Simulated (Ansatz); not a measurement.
AlZr$_{4}$S$_{8}$:
```yaml
crystal:
  lattice:
    - [7.06756, 0.00000, 0.00000]
    - [-3.53378, 6.12068, 0.00000]
    - [0.00000, 0.00000, 5.85209]
  atoms:
    - { symbol: S, position: [0.33398, 0.16699, 0.72661] }
    - { symbol: S, position: [0.33333, 0.66667, 0.74415] }
    - { symbol: S, position: [0.83301, 0.16699, 0.72661] }
    - { symbol: S, position: [0.83301, 0.66602, 0.72661] }
    - { symbol: Zr, position: [0.00000, 0.00000, 0.00000] }
    - { symbol: Zr, position: [0.00000, 0.50000, 0.00000] }
    - { symbol: Zr, position: [0.50000, 0.00000, 0.00000] }
    - { symbol: Zr, position: [0.50000, 0.50000, 0.00000] }
    - { symbol: S, position: [0.16699, 0.33398, 0.27339] }
    - { symbol: S, position: [0.16699, 0.83301, 0.27339] }
    - { symbol: S, position: [0.66667, 0.33333, 0.25585] }
    - { symbol: S, position: [0.66602, 0.83301, 0.27339] }
    - { symbol: Al, position: [0.00000, 0.00000, 0.50000] }
```

Relaxed with PBE+D3(BJ). Special points in fractions of this cell's reciprocal vectors: Γ (0.000, 0.000, 0.000); M (0.500, 0.000, 0.000); K (0.333, 0.333, 0.000); A (0.000, 0.000, 0.500); L (0.500, 0.000, 0.500); H (0.333, 0.333, 0.500).

Task: List the band energies nearest the Fermi level at these points for plane-wave PAW PBE+D3(BJ) with spin–orbit coupling (Ansatz code).

Result: In eV from the Fermi level; about four levels below and three above (degenerate sets whole), none deeper than 8.9 eV; points with the same levels are listed once.

| k | below | above |
|---|---|---|
| Γ | -0.53 -0.53 -0.52 -0.52 | 0.37 0.37 0.70 0.70 |
| M | -2.09 -2.09 -0.37 -0.37 | 0.01 0.01 0.93 0.93 |
| K | -2.19 -2.19 -2.07 -2.07 | 0.05 0.05 0.55 0.55 |
| A | -0.82 -0.82 -0.81 -0.81 | 0.60 0.60 0.61 0.61 |
| L | -0.19 -0.19 -0.08 -0.08 | 0.77 0.77 0.79 0.79 |
| H | -2.58 -2.58 -2.58 -2.58 | 0.44 0.44 0.58 0.58 |

Space group P-3m1. A made-up cell: these elements were put on the sites of a structure type; neither database checked (COD, Materials Project) lists it. Its standing as an ambient phase is unchecked. Symmetry was held in the PBE+D3(BJ) relaxation; whether a distortion lowers the energy is not shown. No spin polarisation was allowed. With an odd number of electrons in the cell and no spin polarisation, the count alone makes it a metal.

Potentials: the later of the program's two PAW sets.
